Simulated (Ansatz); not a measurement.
Starting cell, WS2 (2H-MoS2 type, space group P6_3/mmc):

```xyz
6
Lattice="3.1541 0.0000 0.0000 -1.5770 2.7315 0.0000 0.0000 0.0000 12.1373" Properties=species:S:1:pos:R:3 pbc="T T T"
W      0.0000     1.8210     3.0343
W      1.5770     0.9105     9.1030
S      0.0000     1.8210     7.5283
S      1.5770     0.9105     1.4596
S      1.5770     0.9105     4.6091
S      0.0000     1.8210    10.6777
```

In each cell atom 6 (S, nearest neighbour W at 2.407 Å; its periodic images, 3.2 Å or more away, move with it) moves by s·(0.000, 0.000, 1.000) (along Cartesian z), the rest being held.

Method: PBE-D3(BJ) (plane waves to 420 eV, PAW, scalar-relativistic; Ansatz, a quantum-chemistry and plane-wave program). k mesh 10×10×3 (Γ-centred), Fermi-Dirac smearing 0.05 eV. E stands for the smeared free energy. As the smearing reaches across the gap at some points, energies and forces of such displacements shift with the k mesh and the smearing. Spin-orbit coupling is left out, though W is heavy. WS2 is run without spin polarisation. WS2 was relaxed with its symmetry unable to fall. The zero of ΔE is the undisplaced structure. The last digit holds for this mesh only.

```csv
s (Å),ΔE (meV/cell)
-0.480,2673.8
-0.384,1701.7
-0.288,924.2
-0.192,388.7
-0.096,91.3
0.000,0.0
0.096,79.9
0.192,296.6
0.288,618.6
0.384,withheld
0.480,1467.7
```

Problem. Fit a polynomial form (powers 2, 3, 4) to the given rows and predict ΔE at s = 0.384.

Solution. Least squares on the 10 given rows: ΔE = (9617)·s² + (-5558)·s³ + (-2652)·s⁴, in meV/cell with s in Å; root-mean-square residual 14.79 meV/cell. At 0.384 the fit gives 1045.7 meV/cell; the calculation gives 1017.3 meV/cell, so the interpolation is off by 28.4 (+2.8 %). The quadratic term alone would give 1418.1 meV/cell.

(For displaced atoms, the force is minus the slope of the energy, and its curvature is a force constant, which sets phonon frequencies.)
